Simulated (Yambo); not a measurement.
BeTe (zinc blende, space group F-43m, No. 216), G0W0@PBE in Yambo with this input:

```
rim_cut
gw0
dyson
el_el_corr
HF_and_locXC
ppa
em1d
RandQpts= 1000000
RandGvec= 1 Ry
EXXRLvcs= 106.6 Ry
VXCRLvcs= 426.4 Ry
Chimod= "HARTREE"
% BndsRnXp
 6 | 200 |
%
NGsBlkXp= 15 Ry
% LongDrXp
 1.0 | 1.0 | 1.0 |
%
PPAPntXp= 27.2114 eV
% GbndRnge
 1 | 200 |
%
GTermKind= "BG"
DysSolver= "n"
ExtendOut
```

On a 4×4×4 mesh, with wavefunctions cut at 107 Ry, the gap (Γ → X) is 2.832 eV and the valence edge shifts by -0.871 eV.

Q: What happens with this change: no terminator?

A: The gap falls by 0.033 eV, to 2.799 eV; the shift of the valence edge becomes -0.815 eV. Neither run is shown to be the converged limit.

Spin-orbit coupling is not included.

Geometry relaxed with PBEsol; primitive cell a = 3.965 Å, b = 3.965 Å, c = 3.965 Å, α = 60.00°, β = 60.00°, γ = 60.00°.

A shift is the quasiparticle energy of the state minus its PBE energy.

The potentials are those of PseudoDojo's stringent table.
